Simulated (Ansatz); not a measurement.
**La2MgSe4: Mg-25 NMR of the central transition**

Cell: a computed structure from the Materials Project (it need not be an observed phase), atoms as given.

Space group I-42d (No. 122); a = 8.8251, c = 9.3688 Å.

```csv
site,Wyckoff,site symmetry,x,y,z
La,8d,.2.,0.1327,0.2500,0.6250
Mg,4a,-4..,0.0000,0.0000,0.0000
Se,16e,1,0.0683,0.1993,0.3070
```

One atom of each set is listed; the run and its k-mesh use a cell of 14 atoms with edges of 7.80, 7.80, 7.80 Å.

The numbers come from a DFT calculation in Ansatz (PBE, plane waves and PAW, with spin–orbit coupling, 420 eV cutoff, Γ-centred 5×5×5 k-points, Fermi–Dirac smearing 0.02 eV).

Mg-25 has I = 5/2 and Q = 199.4 mb (Pyykkö 2018); at 14.1 T its Larmor frequency is ν₀ = 36.8 MHz. Only the quadrupole interaction is simulated: positions count from each site's isotropic chemical shift, and J coupling is left out, as are shift anisotropy and dipolar coupling, which fast spinning averages.

Task: What does the Mg-25 spectrum (fast magic-angle spinning) show for each site?

Result: 

```json
{"site": "Mg", "first shell": "4 Se at 2.77 Å", "C_Q (MHz)": "9.23", "η": "0.00", "P_Q (MHz)": "9.23", "δ_QIS (ppm)": "-378", "breadth (kHz)": "29.8"}
```

δ_QIS = −(ν_Q²/30ν₀²)[I(I+1) − 3/4](1 + η²/3) × 10⁶ ppm with ν_Q = 3|C_Q|/[2I(2I−1)]; it falls as 1/B₀² in ppm, and the breadth as 1/B₀ in kHz.

The broadest static pattern spans 72 kHz. The table holds for spinning faster than that; slower spinning leaves sidebands.

An axis of threefold or higher order runs through Mg, so V_zz lies along it and η is zero.
